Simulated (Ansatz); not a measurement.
HfO₂:
Space group Pca2₁ (No. 29); a = 5.1813 Å, b = 4.9757 Å, c = 4.9960 Å, α = β = γ = 90.00°

| atom | site | symmetry | x | y | z |
|---|---|---|---|---|---|
| Hf | 4a | 1 | 0.0329 | 0.2680 | 0.2432 |
| O | 4a | 1 | 0.3690 | 0.0731 | 0.3789 |
| O | 4a | 1 | 0.2355 | 0.5415 | 0.4910 |

Relaxed with LDA.

Task: Which orbitals make up the states near the band edges in LDA in the plane-wave PAW code Ansatz?

Result: Top 1 eV of the valence band: O 2p 93 %. Bottom 1 eV of the conduction band: Hf 5d 84 %, O 2p 11 %. Projections are on Löwdin-orthogonalised atomic valence shells; empty p or d shells of many metals are not among them.

Task: Tabulate the density of states.

Result: States/eV per cell of 12 atoms, in 0.25 eV bins, energy from the valence-band maximum.

```tsv
E (eV)	total	O 2p	Hf 5d	O 2s
-7.85	0.00	0.00	0.00	0.00
-7.60	0.00	0.00	0.00	0.00
-7.35	0.00	0.00	0.00	0.00
-7.10	0.00	0.00	0.00	0.00
-6.85	0.00	0.00	0.00	0.00
-6.60	0.00	0.00	0.00	0.00
-6.35	0.00	0.00	0.00	0.00
-6.10	0.00	0.00	0.00	0.00
-5.85	0.05	0.03	0.02	0.00
-5.60	2.54	1.68	0.63	0.02
-5.35	4.72	3.18	1.12	0.05
-5.10	5.79	3.95	1.41	0.06
-4.85	7.55	5.18	1.94	0.07
-4.60	12.19	8.39	3.20	0.10
-4.35	8.41	5.87	2.14	0.07
-4.10	8.43	6.06	1.88	0.10
-3.85	8.95	6.58	1.88	0.10
-3.60	8.10	6.12	1.48	0.10
-3.35	7.24	5.58	1.18	0.11
-3.10	7.86	6.16	1.18	0.13
-2.85	8.57	6.83	1.18	0.14
-2.60	6.41	5.17	0.91	0.08
-2.35	10.39	8.53	1.30	0.15
-2.10	8.92	7.44	1.07	0.09
-1.85	10.30	8.74	1.13	0.09
-1.60	11.98	10.40	1.10	0.09
-1.35	10.77	9.50	0.83	0.09
-1.10	8.82	7.91	0.58	0.07
-0.85	10.54	9.57	0.64	0.06
-0.60	10.55	9.76	0.51	0.05
-0.35	10.40	9.82	0.34	0.04
-0.10	2.52	2.42	0.05	0.01
0.15	0.00	0.00	0.00	0.00
0.40	0.00	0.00	0.00	0.00
0.65	0.00	0.00	0.00	0.00
0.90	0.00	0.00	0.00	0.00
1.15	0.00	0.00	0.00	0.00
1.40	0.00	0.00	0.00	0.00
1.65	0.00	0.00	0.00	0.00
1.90	0.00	0.00	0.00	0.00
2.15	0.00	0.00	0.00	0.00
2.40	0.00	0.00	0.00	0.00
2.65	0.00	0.00	0.00	0.00
2.90	0.00	0.00	0.00	0.00
3.15	0.00	0.00	0.00	0.00
3.40	0.00	0.00	0.00	0.00
3.65	0.00	0.00	0.00	0.00
3.90	0.00	0.00	0.00	0.00
4.15	0.00	0.00	0.00	0.00
4.40	2.85	0.27	2.44	0.03
4.65	6.26	0.69	5.29	0.08
4.90	7.28	0.84	6.05	0.10
5.15	7.76	0.81	6.57	0.09
5.40	7.13	0.82	5.94	0.10
5.65	6.20	0.80	5.01	0.11
5.90	7.34	1.00	5.76	0.16
6.15	9.65	1.36	7.36	0.31
6.40	8.35	1.18	6.33	0.31
6.65	2.59	0.32	1.86	0.17
6.90	6.67	0.70	4.88	0.56
7.15	7.01	0.81	4.98	0.61
7.40	4.91	0.67	3.32	0.43
7.65	8.99	1.38	6.12	0.67
7.90	4.80	0.78	3.10	0.38
8.15	3.26	0.52	1.98	0.30
8.40	4.98	0.82	3.05	0.48
8.65	8.16	1.27	5.22	0.84
8.90	8.57	1.36	5.39	0.87
9.15	7.17	1.24	4.40	0.67
```

Space group Pca2_1. The cell was relaxed with LDA under the symmetry of its start; phonons on a q-mesh show no instability. No spin polarisation was allowed. Spin–orbit coupling is left out wherever it is not named.

Potentials: the later of the program's two PAW sets.
